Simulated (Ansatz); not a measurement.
CdS2:
```cif
data_Cd4S8
_chemical_formula_sum 'Cd4 S8'
_space_group_name_H-M_alt 'Pa-3'
_space_group_IT_number 205
_space_group_name_Hall '-P 2ac 2ab 3'
_cell_length_a 6.34665
_cell_length_b 6.34665
_cell_length_c 6.34665
_cell_angle_alpha 90.000
_cell_angle_beta 90.000
_cell_angle_gamma 90.000
loop_
_atom_site_label
_atom_site_type_symbol
_atom_site_symmetry_multiplicity
_atom_site_Wyckoff_symbol
_atom_site_fract_x
_atom_site_fract_y
_atom_site_fract_z
_atom_site_occupancy
Cd1 Cd 4 a 0.00000 0.00000 0.00000 1
S1 S 8 c 0.40534 0.40534 0.40534 1
```

Relaxed with r²SCAN. DFT-r²SCAN in the program Ansatz with PAW potentials gives a gap of 1.59 eV.

Question: What gap does HSE06 give on the same cell (Ansatz, PAW)?

Answer: 2.20 eV, 0.61 eV more. The hybrid was solved on a coarser mesh and at special points; the gap given is the minimum over both.

```tsv
k	v1 r²SCAN	c1 r²SCAN	v1 HSE06	c1 HSE06
Γ	0.00	2.22	0.00	2.79
R	-1.98	2.78	(withheld)	(withheld)
M	-1.47	2.08	(withheld)	(withheld)
X	-0.22	2.05	(withheld)	(withheld)
```

Question: Top valence (v1) and lowest conduction level (c1) in eV from each method's valence maximum (which need not be a listed point): supply the withheld HSE06 values.

Answer: 
- X, v1 HSE06: -0.22
- X, c1 HSE06: 2.73
- R, v1 HSE06: -2.07
- R, c1 HSE06: 3.54
- M, v1 HSE06: -1.53
- M, c1 HSE06: 2.77

Cost on shared cores: the r²SCAN run (SCF on a 5×5×5 mesh, then bands and DOS) around 5 core-minutes (rough), the HSE06 run (SCF on 3×3×3, then a few points) very roughly 8 core-minutes; the tasks are unlike.

The workflow started from a Materials Project entry (that database holds measured and hypothetical structures alike); the Crystallography Open Database copy checked does not list it. Its standing as an ambient phase is unchecked. The cell was relaxed with r²SCAN under the symmetry of its start; its stability against distortions is not shown here. Spin–orbit coupling is left out wherever it is not named.

Potentials: the later of the program's two PAW sets.
